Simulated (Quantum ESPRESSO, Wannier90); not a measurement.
# AlP (zinc blende), plane waves to Wannier functions

```
CELL_PARAMETERS angstrom
      0.00000     2.73649     2.73649
      2.73649     0.00000     2.73649
      2.73649     2.73649     0.00000
ATOMIC_POSITIONS crystal
  Al 0.00000 0.00000 0.00000
  P  0.25000 0.25000 0.25000
```

Materials Project entry mp-1550; symmetrised, unrelaxed at this level. COD (Crystallography Open Database) has an entry of this formula and space group (matched by these alone). Level: PBEsol, no spin polarisation, no spin-orbit coupling; pw.x of Quantum ESPRESSO at 36 Ry with PseudoDojo potentials, 8×8×8 k-points, Wannier90. Density: 10×10×10 mesh, cold smearing 0.01 Ry.

Functional, cutoff and mesh named above are those of the base row (8×8×8); the first column says what each row takes instead. Model: 4 functions from bands 1-4, start SCDM (isolated) (the valence bands). Energies are relative to the valence-band maximum; the misfit is to pw.x on a path, for all bands of the set. Only the mesh of Bloch states changes. Ω_total can sit in another minimum from row to row; Ω_I of an isolated set cannot.

Task: Among the meshes 3×3×3, 4×4×4, 5×5×5, 7×7×7, 8×8×8, 10×10×10, which is the coarsest that interpolates to 20 meV rms?

Result: 7×7×7.

```
mesh      Ω_I (Å²)  Ω_total (Å²)  rms misfit (meV)  k-points (cost)  rough cost of nscf and overlaps (first row = 1)
--------  --------  ------------  ----------------  ---------------  -----------------------------------------------
3×3×3         4.59          5.27               213               27                                              1.0
4×4×4         5.32          6.04                60               64                                              1.7
5×5×5         5.81          6.53                49              125                                              2.7
7×7×7         6.36          7.06                13              343                                                5
8×8×8         6.52          7.20               5.5              512                                                9
10×10×10      6.71          7.37               2.0             1000                                               13
```

Ω_I still rises with the mesh: the finite-difference spreads converge slowly and from below.
